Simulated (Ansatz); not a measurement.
The relaxed structure here is a generated cell of Rh: the first start was made by a random draw of sites in a space group, and the end was not matched to a known phase here, so it may be hypothetical. Known forms of Rh include space group No. 225.

A relaxed cell of Rh (Pm-3m (No. 221)), relaxed on a k-mesh at least as fine as the one used below. Computed with PBEsol (plane waves to 420 eV, PAW, scalar-relativistic; Ansatz, a quantum-chemistry and plane-wave program). Γ-centred k-mesh 13×13×7 on the run's cell (coarser than for final values), Fermi–Dirac smearing 0.05 eV.

```xyz
2
Lattice="2.4992 0.0000 0.0000 0.0000 2.4992 0.0000 0.0000 0.0000 4.9983" Properties=species:S:1:pos:R:3 pbc="T T T"
Rh     1.2496     1.2496     1.2496
Rh     1.2496     1.2496     3.7487
```

The atoms are displaced by (Å):

```
atom      ux      uy      uz
----  ------  ------  ------
Rh1    0.187  -0.044  -0.049
Rh2   -0.053   0.109  -0.228
```

Task: What forces (eV/Å) and pressure result?

Result: 
```tsv
atom	Fx	Fy	Fz
Rh1	0.06	-0.02	-1.32
Rh2	-0.06	0.02	1.32
```

Pressure +3.3 GPa.

Task: Estimate the energy cost of the displacement in the harmonic approximation and compare with the calculation.

Result: For a harmonic well ΔE = −½ Σ F·u = 0.109 eV a cell, or 55 meV/atom. The calculated energy relative to the undisplaced cell is +0.05 eV/atom, so the harmonic estimate holds well.

The undisplaced cell is probably no minimum: from this displacement the run went on to I4/mmm (No. 139), 0.50 eV/atom below it.

No spin polarisation in the result.
